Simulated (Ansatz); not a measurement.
Start of a relaxation of YAlC6N6:

```
Y Al C N
1.0
     0.00000    5.23850    5.23850
     5.23850    0.00000    5.23850
     5.23850    5.23850    0.00000
Y Al C N
1 1 6 6
Cartesian
  0.0000 0.0000 0.0000
  5.2385 5.2385 5.2385
  2.1060 5.2385 5.2385
  5.2385 2.1060 5.2385
  5.2385 5.2385 2.1060
  8.3710 5.2385 5.2385
  5.2385 8.3710 5.2385
  5.2385 5.2385 8.3710
  3.2760 5.2385 5.2385
  5.2385 3.2760 5.2385
  5.2385 5.2385 3.2760
  7.2010 5.2385 5.2385
  5.2385 7.2010 5.2385
  5.2385 5.2385 7.2010
```

Method: Ansatz 0.2.0, DFT PBE, scalar-relativistic, plane waves, PAW. Cutoff 420 eV, Gaussian smearing, Γ-centred meshes. Cell and atoms relax first on a coarse mesh and then on a converged one. In between, the cell is made exact in the group found at 0.06 Å. The steps can't lower the symmetry of their start. No spin polarisation.

A guess keeps its type if space group and coordination stay and the shape of the cell changes little (axis ratios within about 15 %, angles within 6°); the volume may change.

Question: Does this structure survive the relaxation?

Answer: It keeps its type. The symmetry stays Fm-3m (No. 225). The volume per atom grows by 25.8 %, from 20.5 to 25.8 Å³. The shortest distance goes from 1.17 Å (C–N) to 1.16 Å (C–N). Counting neighbours within 15 % of an atom's shortest distance, the start has Al 6, C 1, N 1, Y 6 and the end Al 6, C 1, N 1, Y 6.

The zero of energy is the elements' standard structures at the same level (N₂ as a molecule); no fitted shifts are applied.

Question: At what energy does it end?

Answer: −0.042 eV/atom. It lies below the elements, which doesn't yet make it stable against other compounds or structures.

The last run used a 4×4×4 mesh for its 14-atom cell and Gaussian smearing of 0.02 eV. The reference form of C is held partly by dispersion forces, which this level lacks. A structure relaxed within its symmetry needn't be a true minimum.
